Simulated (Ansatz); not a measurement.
Sr:
```
CELL_PARAMETERS angstrom
      4.30260     0.00000     0.00000
     -2.15130     3.72616     0.00000
      0.00000     0.00000     7.12892
ATOMIC_POSITIONS crystal
  Sr 0.33333 0.66667 0.25000
  Sr 0.66667 0.33333 0.75000
```

Relaxed with r²SCAN. Special points in fractions of this cell's reciprocal vectors: Γ (0.000, 0.000, 0.000); M (0.500, 0.000, 0.000); K (0.333, 0.333, 0.000); A (0.000, 0.000, 0.500); L (0.500, 0.000, 0.500); H (0.333, 0.333, 0.500).

Question: List the band energies nearest the Fermi level at these points for plane-wave PAW r²SCAN (Ansatz code).

Answer: In eV from the Fermi level; about four levels below and three above (degenerate sets whole), none deeper than 8.9 eV; points with the same levels are listed once.

```csv
k,below,above
Γ,-3.83 -1.14 -0.19,2.52 2.59 2.59
M,-1.11 -0.63,0.12 0.33 1.34
K,-0.24 -0.24 -0.18,0.48 1.44 1.44
A,-2.88 -2.88,1.37 1.37 2.60 2.60 2.60 2.60
L,-0.77 -0.77,0.14 0.14 1.48 1.48
H,–,0.11 0.11 0.38 0.38
```

Space group P6_3/mmc (hcp (Mg type)). The workflow started from a Materials Project entry (that database holds measured and hypothetical structures alike); the Crystallography Open Database files this formula in space group No. 194, but the cells were not matched. It is not the phase usual at ambient conditions (space group No. 225). Symmetry was held in the r²SCAN relaxation; its stability against distortions is not shown here. Spin–orbit coupling is left out wherever it is not named.

Potentials: the later of the program's two PAW sets.
